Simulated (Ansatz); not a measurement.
ZrSiO:
```
ZrSiO
1.0
    3.31281     0.00000     0.00000
    0.00000     3.31281     0.00000
    0.00000     0.00000     7.32155
Zr Si O
2 2 2
Cartesian
  0.00000   1.65640   5.05687
  1.65640   0.00000   2.26469
  1.65640   1.65640   0.00000
  0.00000   0.00000   0.00000
  0.00000   1.65640   2.85244
  1.65640   0.00000   4.46911
```

Relaxed with PBE. Special points in fractions of this cell's reciprocal vectors: Γ (0.000, 0.000, 0.000); X (0.000, 0.500, 0.000); M (0.500, 0.500, 0.000); Z (0.000, 0.000, 0.500); R (0.000, 0.500, 0.500); A (0.500, 0.500, 0.500).

### Question
List the band energies nearest the Fermi level at these points for PBE in the plane-wave PAW code Ansatz.

### Answer
In eV from the Fermi level; about four levels below and three above (degenerate sets whole), none deeper than 8.9 eV; points with the same levels are listed once.

```tsv
k	below	above
Γ	-2.63 -2.63 -2.22 -0.08	0.79 1.17 1.17
X	-2.26 -2.26 -0.33 -0.33	0.17 0.17 2.46 2.46
M	-4.69 -4.69 -2.50 -2.50	1.77 1.77 1.78 1.78
Z	-2.80 -2.69 -2.64 -2.64	0.70 0.78 1.10 1.10
R	-3.14 -3.14 -0.10 -0.10	0.52 0.52 2.15 2.15
A	-4.66 -4.66 -2.60 -2.60	0.60 0.60 2.21 2.21
```

Space group P4/nmm. The workflow started from a Materials Project entry (that database holds measured and hypothetical structures alike); the Crystallography Open Database copy checked does not list it. Whether it is the stable phase at ambient conditions was not checked. The PBE relaxation kept the symmetry of its start; its stability against distortions is not shown here. The run is not spin-polarised. Scalar-relativistic: spin–orbit coupling is off unless named, which matters more the heavier the elements.

Potentials: the later of the program's two PAW sets.
